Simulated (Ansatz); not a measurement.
ZnCd3Se4 in space group P-43m (No. 215; Zn on 1a, Cd on 3c, Se on 4e), the program Ansatz at the PBE level (PAW), all energies at zero smearing, with the estimated change up to a 700 eV cutoff added, with one set of potentials and settings (totals compare only within such a set). Cell of 8 atoms (1 Zn, 3 Cd, 4 Se): -49963.871 eV.

```
element                reference phase  E (eV/atom)
-------  -----------------------------  -----------
Zn           C2/m, 3 atoms in the cell   -3319.0295
Cd       P6_3/mmc, 2 atoms in the cell   -8254.4547
Se         P3_121, 3 atoms in the cell   -5469.0798
```

Formation energy per atom, worked out: (-49963.871 − 1×(-3319.0295) − 3×(-8254.4547) − 4×(-5469.0798))/8 = -0.645 eV/atom (-62 kJ per mol of atoms), at 0 K, without zero-point energy or fitted corrections.

The workflow started from a Materials Project entry (that database holds measured and hypothetical structures alike); the Crystallography Open Database copy checked does not list it. With Zn and Cd taken as one species the cell has the higher symmetry F-43m, so it may be an ordered model of a mixed-site phase. Its standing as an ambient phase is unchecked. The cell was relaxed with PBE under the symmetry of its start; whether a distortion lowers the energy is not shown. The references are the lowest solids computed at this level, not always the standard phases.

Potentials: the later of the program's two PAW sets.
